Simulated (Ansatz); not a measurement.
Here is the system:

OsCl4:
```cif
data_Cl8Os2
_chemical_formula_sum 'Cl8 Os2'
_space_group_name_H-M_alt 'Cmmm'
_space_group_IT_number 65
_space_group_name_Hall '-C 2 2'
_cell_length_a 7.98099
_cell_length_b 8.03854
_cell_length_c 3.52812
_cell_angle_alpha 90.000
_cell_angle_beta 90.000
_cell_angle_gamma 90.000
loop_
_atom_site_label
_atom_site_type_symbol
_atom_site_symmetry_multiplicity
_atom_site_Wyckoff_symbol
_atom_site_fract_x
_atom_site_fract_y
_atom_site_fract_z
_atom_site_occupancy
Cl1 Cl 4 j 0.50000 0.30510 0.50000 1
Os1 Os 2 a 0.00000 0.00000 0.00000 1
Cl2 Cl 4 g 0.28385 0.00000 0.00000 1
```
(The calculation used a cell of 5 atoms; values per cell refer to that cell.)

This is the r²SCAN+D4-relaxed structure.

All from r²SCAN+D4 (plane waves, PAW; program Ansatz), unless another level is named. Estimate the electronic character.

metallic (no gap).

Give the density of states at the Fermi level.

1.2 states/eV per atom (mean over ±0.08 eV).

And the formation energy from the elements (no fitted shifts)?

-0.43 eV/atom.

The workflow started from an entry of the Crystallography Open Database (COD). Its standing as an ambient phase is unchecked. Symmetry was held in the r²SCAN+D4 relaxation; its stability against distortions is not shown here. The run is not spin-polarised. The references are the lowest solids computed at this level, not always the standard phases (solids in place of the gases). Scalar-relativistic: spin–orbit coupling is off unless named, which matters more the heavier the elements.

Potentials: the later of the program's two PAW sets.
